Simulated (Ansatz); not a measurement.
Given:

NbAg:
```
NbAg
1.0
    4.71070     0.00000     0.00000
    0.00000     2.73942     0.00000
    0.00000     0.00000     5.23522
Ag Nb
2 2
Direct
  0.25000   0.00000   0.85282
  0.75000   0.00000   0.14718
  0.25000   0.50000   0.35017
  0.75000   0.50000   0.64983
```

This is the PBEsol-relaxed structure.

Q: All from the program Ansatz at the PBEsol level (PAW), unless another level is named. Give the highest zone-centre frequency.

A: 199 cm⁻¹.

Q: What about the bulk modulus (Birch–Murnaghan fit)?

A: 164 GPa.

Space group Pmma. The start of the workflow was typed in or built on a structure type; neither database checked (COD, Materials Project) lists it. Whether it is the stable phase at ambient conditions was not checked. The cell was relaxed with PBEsol under the symmetry of its start; phonons show weakly imaginary modes. No spin polarisation was allowed. Its formation energy is positive at this level, so the cell may be metastable or incomplete. As this level gives no gap, phonon frequencies hold no LO–TO term and depend on the k-mesh and smearing (Fermi–Dirac, 0.1 eV here).

Potentials: the earlier of the program's two PAW sets. The files were generated under PBE; for other functionals the program regenerates the frozen cores, and for LDA and PBEsol the local potential too.
